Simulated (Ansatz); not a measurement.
Relaxed-ion elastic tensor of Cr3Os (A15 (Cr3Si type), Pm-3n) in GPa (Voigt order), plane-wave PAW PBEsol (Ansatz code); density 11.88 g/cm³, 12.10 Å³ per atom.

```
     1    2    3    4    5    6
-  ---  ---  ---  ---  ---  ---
1  495  217  217  0.0  0.0  0.0
2  217  495  217  0.0  0.0  0.0
3  217  217  495  0.0  0.0  0.0
4  0.0  0.0  0.0  115  0.0  0.0
5  0.0  0.0  0.0  0.0  115  0.0
6  0.0  0.0  0.0  0.0  0.0  115
```

### Question
Is the crystal mechanically stable?

### Answer
Yes: the smallest eigenvalue of C is 115 GPa.

### Question
Work out the Voigt, Reuss and Hill averages.

### Answer
K_V = 309, K_R = 309, K_H = 309; G_V = 124, G_R = 123, G_H = 124 GPa.

### Question
Give Young's modulus, Poisson's ratio, Pugh's ratio and the universal anisotropy index.

### Answer
E = 9KG/(3K + G) = 328 GPa; ν = 0.32; K/G = 2.50 (ductile by the Pugh limit of 1.75); A_U = 5G_V/G_R + K_V/K_R − 6 = 0.04.

### Question
Estimate the sound speeds and the Debye temperature.

### Answer
v_l = √((K + 4G/3)/ρ) = 6320 m/s, v_t = √(G/ρ) = 3230 m/s, mean 3620 m/s; Θ = (h/k)(3n/4πV)^(1/3) v_m = 469 K.

### Question
Give the Zener ratio and Young's modulus along [100], [110] and [111].

### Answer
A = 2C44/(C11 − C12) = 0.83; 1/E = S11 − 2(S11 − S12 − S44/2)Γ with Γ = 0, 1/4, 1/3 gives 363, 319, 307 GPa.

### Question
Solve the Christoffel equation for the three sound speeds along [100], [110], [111].

### Answer
Eigenvalues of C_ijkl n_j n_l equal ρv². In km/s, slowest first: [100] 3.11, 3.11, 6.45; [110] 3.11, 3.42, 6.29; [111] 3.32, 3.32, 6.24.

The workflow started from an entry of the Crystallography Open Database (COD). Its standing as an ambient phase is unchecked. The PBEsol relaxation kept the symmetry of its start; its stability against distortions is not shown here. The workflow began spin-polarised and lost its moments. As this level gives no gap, shear constants depend on the k-mesh and smearing (Fermi–Dirac, 0.1 eV here). On the denser mesh and wider smearing of the elastic run this cell carries a stress of 0.3 GPa. Scalar-relativistic: spin–orbit coupling is off unless named, which matters more the heavier the elements.

Potentials: the later of the program's two PAW sets.
